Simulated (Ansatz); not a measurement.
AlN:
```
CELL_PARAMETERS angstrom
      0.00000     2.01302     2.01302
      2.01302     0.00000     2.01302
      2.01302     2.01302     0.00000
ATOMIC_POSITIONS crystal
  Al 0.50000 0.50000 0.50000
  N  0.00000 0.00000 0.00000
```

Relaxed with r²SCAN+D4.

Problem. Give the Bader charges and basin volumes of the independent atoms, r²SCAN+D4 (plane waves, PAW; program Ansatz).

Solution. 

| atom | Bader charge (e) | Bader volume (Å³) |
|---|---|---|
| Al1 | +2.54 | 3.2 |
| N2 | -2.54 | 13.1 |

Space group Fm-3m (rock salt). This is a known high-pressure phase of the composition, computed here at zero pressure and temperature. Symmetry was held in the r²SCAN+D4 relaxation; its stability against distortions is not shown here. The volume moved by -38 % from the start of the relaxation.

Potentials: the later of the program's two PAW sets.
